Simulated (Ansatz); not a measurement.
**CdS with arsenic replacing S: do the settings matter for the field gradients?**

Cell: a supercell of CdS (zinc blende type, F-43m) built from an entry of the Crystallography Open Database (COD), with all atoms left at the host's positions.

```cif
data_Cd27AsS26
_symmetry_space_group_name_H-M 'F-43m'
_symmetry_Int_Tables_number 216
_cell_length_a 17.4990
_cell_length_b 17.4990
_cell_length_c 17.4990
_cell_angle_alpha 90.000
_cell_angle_beta 90.000
_cell_angle_gamma 90.000
loop_
_atom_site_label
_atom_site_type_symbol
_atom_site_symmetry_multiplicity
_atom_site_Wyckoff_symbol
_atom_site_fract_x
_atom_site_fract_y
_atom_site_fract_z
Cd1 Cd 16 e 0.4167 0.0833 0.4167
Cd3 Cd 24 g 0.7500 0.0833 0.7500
Cd5 Cd 48 h 0.7500 0.9167 0.5833
Cd14 Cd 4 d 0.7500 0.7500 0.7500
Cd18 Cd 16 e 0.0833 0.5833 0.9167
As As 4 a 0.5000 0.0000 0.5000
S29 S 48 h 0.6667 0.0000 0.6667
S32 S 16 e 0.8333 0.8333 0.6667
S36 S 16 e 0.1667 0.6667 0.8333
S42 S 24 f 0.0000 0.6667 0.0000
```

One atom of each set is listed; the run and its k-mesh use a cell of 54 atoms with edges of 12.37, 12.37, 12.37 Å.

Reference run. Method: Kohn–Sham DFT in Ansatz, PBE, plane waves and PAW, scalar-relativistic, 420 eV cutoff, Γ-centred 2×2×2 k-points, Fermi–Dirac smearing 0.01 eV, cell charge -1.

(1) The input is changed as follows: `scf.lower_state_search`: not typed → light. What happens to V_zz (10²¹ V/m²) and η?

Results:

(1) 

| site | V_zz reference | η reference | V_zz changed | η changed |
| --- | --- | --- | --- | --- |
| Cd1 | -6.89 | 0.00 | -6.89 | 0.00 |
| Cd3 | 0.85 | 0.13 | 0.85 | 0.13 |
| Cd5 | -0.56 | 0.85 | -0.56 | 0.85 |
| Cd18 | -0.084 | 0.00 | -0.084 | 0.00 |
| As | 0.00 | – | 0.00 | – |
| S29 | -1.67 | 0.09 | -1.67 | 0.09 |
| S32 | 0.35 | 0.00 | 0.35 | 0.00 |
| S36 | 0.42 | 0.00 | 0.42 | 0.00 |
| S42 | 0.18 | 0.25 | 0.18 | 0.25 |

All printed values agree. Other sites without a gradient aren't listed. Mixing, solver and start steer the path to self-consistency, not the state that is reached here. SCF iterations: 9 and 9.

On the reference run: The defect repeats with the cell of 54 atoms, so it feels its images: sites between two images don't show the values beside a lone defect, and zeros or small values of η there can come from the images' arrangement. A uniform background compensates the cell's charge. Without spin–orbit coupling (the program notes it for Cd) the gradients can shift by some per cent, and by up to a factor of two as the program warns, since there is only a small gap. With a gap of 0.5 eV on this mesh, small gradients can still move by 0.1 × 10²¹ V/m² or more as the k-mesh gets denser. The neighbours have not yet relaxed around the defect (largest force 0.30 eV/Å), and relaxing can change the values around it severalfold.
